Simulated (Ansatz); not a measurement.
Mg$_{4}$Te$_{3}$S:
Space group Pmm2 (No. 25); a = 4.412 Å, b = 8.892 Å, c = 6.167 Å, α = β = γ = 90.00°

```json
[
 {"atom": "Mg", "site": "2g", "symmetry": "m..", "x": "0.0000", "y": "0.2740", "z": "0.9814"},
 {"atom": "Mg", "site": "1c", "symmetry": "mm2", "x": "0.5000", "y": "0.0000", "z": "0.4844"},
 {"atom": "Mg", "site": "1d", "symmetry": "mm2", "x": "0.5000", "y": "0.5000", "z": "0.5474"},
 {"atom": "Te", "site": "2h", "symmetry": "m..", "x": "0.5000", "y": "0.2648", "z": "0.2512"},
 {"atom": "Te", "site": "1a", "symmetry": "mm2", "x": "0.0000", "y": "0.0000", "z": "0.7555"},
 {"atom": "S", "site": "1b", "symmetry": "mm2", "x": "0.0000", "y": "0.5000", "z": "0.7474"}
]
```

Relaxed with PBEsol. PBEsol in the plane-wave PAW code Ansatz gives a gap of 1.75 eV.

### Question
What gap does HSE06 give on the same cell (Ansatz, PAW)?

### Answer
2.65 eV, 0.90 eV more. The hybrid was solved on a coarser mesh and at special points; its gap is the smallest among all of these.

```
k  v1 PBEsol  c1 PBEsol  v1 HSE06  c1 HSE06
-  ---------  ---------  --------  --------
Γ      -0.08       1.75     -0.08      2.65
X      -0.48       2.28     -0.52      3.12
Z      -0.41       2.77       ___       ___
U      -0.44       2.82     -0.48      3.73
Y       0.00       2.62       ___       ___
S      -1.01       3.20     -1.07      4.06
T      -0.50       3.15       ___       ___
R      -0.85       4.03       ___       ___
```

### Question
Top valence (v1) and lowest conduction level (c1) in eV from each method's valence maximum (which need not be a listed point): supply the withheld HSE06 values.

### Answer

- Y, v1 HSE06: 0.00
- Y, c1 HSE06: 3.51
- Z, v1 HSE06: -0.44
- Z, c1 HSE06: 3.68
- T, v1 HSE06: -0.51
- T, c1 HSE06: 4.08
- R, v1 HSE06: -0.90
- R, c1 HSE06: 4.98

Cost on shared cores: the PBEsol run (SCF on a 6×3×5 mesh, then bands and DOS) around 8 core-minutes (rough), the HSE06 run (SCF on 4×2×3, then a few points) around 12 core-minutes (rough); the tasks are unlike.

The first step of the workflow began from a Materials Project structure, measured or hypothetical; the Crystallography Open Database copy checked does not list it. Whether it is the stable phase at ambient conditions was not checked. Symmetry was held in the PBEsol relaxation; of distortions, only those at the zone centre were tested. Spin–orbit coupling is left out wherever it is not named.

Potentials: the later of the program's two PAW sets.
